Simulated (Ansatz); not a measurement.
Ca3BiP:
Space group Pm-3m (No. 221); a = 5.406 Å, b = 5.406 Å, c = 5.406 Å, α = 90.00°, β = 90.00°, γ = 90.00°

```json
[
 {"atom": "Ca", "site": "3c", "symmetry": "4/mm.m", "x": "0.0000", "y": "0.5000", "z": "0.5000"},
 {"atom": "Bi", "site": "1a", "symmetry": "m-3m", "x": "0.0000", "y": "0.0000", "z": "0.0000"},
 {"atom": "P", "site": "1b", "symmetry": "m-3m", "x": "0.5000", "y": "0.5000", "z": "0.5000"}
]
```

Relaxed with r²SCAN. 

### Question
HSE06 on this cell (Ansatz, a program for electronic structure, PAW) gives a gap of 0.61 eV. What does r²SCAN give?

### Answer
0.64 eV.

Cost on shared cores: the r²SCAN run (SCF on a 5×5×5 mesh, then bands and DOS) about 70 core-seconds (a rough figure), the HSE06 run (SCF on 3×3×3, then a few points) about 2.1 core-minutes (a rough figure); the tasks are unlike.

The first step of the workflow began from a Materials Project structure, measured or hypothetical; the Crystallography Open Database copy checked does not list it. Its standing as an ambient phase is unchecked. Symmetry was held in the r²SCAN relaxation; its stability against distortions is not shown here. Spin–orbit coupling is left out wherever it is not named.

Potentials: the later of the program's two PAW sets.

Ansatz is a plane-wave DFT program.
